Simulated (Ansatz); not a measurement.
All numbers below come from Ansatz, DFT PBE, scalar-relativistic, plane waves, PAW. Settings: cutoff 420 eV, Γ-centred meshes spaced at most about 0.3 Å⁻¹, and about 0.25 Å⁻¹ or finer for metals (2π included), Gaussian smearing. No spin polarisation in the final relaxations.

These are static total energies at zero pressure. All come from trial cells, and lower structures may exist.

Problem. Order these relaxed structures of Ga2BAs3 by energy, lowest first, with the energy over the lowest of them.
1. Space group I-4m2 (No. 119), tetragonal, a = 3.807 Å, c = 16.666 Å. Ga is surrounded by 4 As at 2.43–2.44 Å; B has 4 As at 2.21 Å; As on a site of symmetry 2mm has 2 B at 2.21 Å and 2 Ga at 2.44 Å; As on a site of symmetry -4m2 has 4 Ga at 2.43 Å.
2. Space group P3m1 (No. 156), trigonal, a = 3.848 Å, c = 9.523 Å. Ga on its first site has 4 As at 2.41–2.48 Å; around Ga on its second site lie 4 As at 2.41–2.46 Å; around B lie 1 As at 2.08 Å and 3 As at 2.31 Å; As on its first site has 4 Ga at 2.41–2.46 Å; 2 more sites not described.

Solution. 1 (0 meV/atom), 2 (22 meV/atom). Forms: 1 Ga and B ordered on zinc blende sites, I-4m2; 2 Ga and B ordered on zinc blende sites, P3m1. Counting As atoms around B and Ga (those within 1.25 times the shortest such distance or 1.15 times the sum of covalent radii; a plus sign parts nearer from farther groups): cell 1 has Ga 4, B 4; cell 2 has Ga 4, B 1+3.

Cells relaxed within their symmetry can be saddle points. Some types were kept out of the candidates beforehand, so the set may lack a known form.
